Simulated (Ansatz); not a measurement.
CoGe:
```
CoGe
1.0
    3.47857     0.00000     0.00000
   -1.73929     3.01253     0.00000
    0.00000     0.00000     2.66658
Co Ge
1 1
Direct
  0.00000   0.00000   0.00000
  0.66667   0.33333   0.50000
```

Relaxed with PBE. Special points in fractions of this cell's reciprocal vectors: Γ (0.000, 0.000, 0.000); M (0.500, 0.000, 0.000); K (0.333, 0.333, 0.000); A (0.000, 0.000, 0.500); L (0.500, 0.000, 0.500); H (0.333, 0.333, 0.500).

### Question
List the band energies nearest the Fermi level at these points for PBE (plane waves, PAW; program Ansatz).

### Answer
In eV from the Fermi level; about four levels below and three above (degenerate sets whole), none deeper than 8.9 eV; … stands for higher levels left out; points with the same levels are listed once.

| k | below | above |
|---|---|---|
| Γ | -2.69 -2.69 -2.67 -0.75 -0.75 | 3.79 3.79 6.23 |
| M | -1.54 -1.13 -0.86 -0.79 | 0.05 5.84 9.91 |
| K | -1.15 -1.10 -0.87 -0.49 | 10.37 11.86 … |
| A | -2.29 -2.29 -1.43 -1.43 | 0.58 6.05 6.05 |
| L | -2.93 -2.93 -0.85 -0.82 -0.52 | 1.63 3.17 6.14 |
| H | -4.01 -1.51 -1.24 -0.66 | 0.47 0.94 3.21 |

Space group P-6m2. The cell is a constructed one: a structure type filled with these elements; neither database checked (COD, Materials Project) lists it. Its standing as an ambient phase is unchecked. The cell was relaxed with PBE under the symmetry of its start; whether a distortion lowers the energy is not shown. The workflow began spin-polarised and lost its moments. The cell computed holds one magnetic atom, so no antiferromagnetic order was within reach. Spin–orbit coupling is left out wherever it is not named.

Potentials: the later of the program's two PAW sets.
